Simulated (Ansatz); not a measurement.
Trial structure of Ti₂B, not yet relaxed:

```xyz
6
Lattice="4.2473 0.0000 0.0000 -2.1236 3.6783 0.0000 0.0000 0.0000 4.9712" Properties=species:S:1:pos:R:3 pbc="T T T"
Ti    2.1236    0.0000    1.7054
Ti   -1.0618    1.8391    1.7054
Ti    1.0618    1.8391    1.7054
Ti    0.0000    0.0000    2.7384
B     0.0000    2.4522    3.5786
B     2.1236    1.2261    3.5786
```

Level of theory: Ansatz 0.2.0, DFT PBE, scalar-relativistic, plane waves, PAW. Cutoff 420 eV; k points 6×6×4 on the computed 6-atom cell (Γ-centred); Gaussian smearing, width 0.10 eV; no spin polarisation.

The zero of energy is the elements' standard structures at the same level; no fitted shifts are applied.

**Question.** What does a single point on this coarse mesh give?

**Answer.** The pressure is 44.8 GPa (the mean over three directions, positive in compression), the largest force is 8.09 eV/Å, and the energy is +1.99 eV/atom against the elements. The shortest distance is 2.12 Å.

**Question.** How much does it gain on relaxing, and where does it end?

**Answer.** Relaxing gains about 2.2 eV/atom (the start's value is from the coarse mesh, so the gain is rough) in 24 ionic steps and ends at −0.19 eV/atom on the finer mesh. The symmetry goes from P6mm (No. 183) to P6/mmm (No. 191). The volume per atom grows by 9.4 %, from 12.9 to 14.2 Å³. The shortest distance goes from 2.12 Å (Ti–Ti) to 2.25 Å (Ti–B). Conventional cell: a = 5.575 Å, c = 3.155 Å. Ti on a site of symmetry mmm is surrounded by 4 B at 2.25 Å, 4 Ti at 2.79 Å and 6 Ti at 3.16–3.20 Å; Ti on a site of symmetry 6/mmm is surrounded by 14 Ti at 3.16–3.20 Å and 6 B at 3.22 Å; around B lie 6 Ti at 2.25 Å, 5 B at 3.16–3.22 Å and 3 Ti at 3.22 Å.

The last run used a 12×12×12 mesh for its 6-atom cell and Gaussian smearing of 0.10 eV. The relaxation can't lower the symmetry of the start. Symmetry constrained the relaxation, so the result can be a saddle point. Another cell of Ti2B relaxed alike, in I4/mcm (a Materials Project cell), lies 216 meV/atom lower, so this cell isn't the stable form at this level.
